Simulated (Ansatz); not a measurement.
Relaxed Ni3Si (Cu3Au type):

```
CELL_PARAMETERS angstrom
      3.46107     0.00000     0.00000
      0.00000     3.46107     0.00000
      0.00000     0.00000     3.46107
ATOMIC_POSITIONS crystal
  Si 0.00000 0.00000 0.00000
  Ni 0.00000 0.50000 0.50000
  Ni 0.50000 0.00000 0.50000
  Ni 0.50000 0.50000 0.00000
```

Computed with PBEsol (plane waves to 420 eV, PAW, scalar-relativistic; Ansatz, a quantum-chemistry and plane-wave program). k mesh 11×11×11 (Γ-centred), Fermi-Dirac smearing 0.05 eV. With partly filled bands, energies and forces of such displacements shift with the k mesh and the smearing. At this level the bands of Ni3Si touch or barely overlap. Ni3Si is run without spin polarisation. Ni3Si was relaxed with its symmetry unable to fall.

One atom of the cell was then moved (with its periodic images), all else fixed, and the forces (eV/Å) came out as:

| atom | Fx | Fy | Fz |
|---|---|---|---|
| Si1 | 1.017 | 1.017 | 0.000 |
| Ni2 | 1.366 | -0.185 | 0.000 |
| Ni3 | -0.185 | 1.366 | 0.000 |
| Ni4 | -2.198 | -2.198 | 0.000 |

Q: Which atom was moved, and by which vector (Å)?

A: Ni4, by (0.20, 0.20, 0.00), 0.29 Å in all.

(A displaced cell: forces are minus the slopes of the energy, force constants its curvatures, and phonons follow from these.)
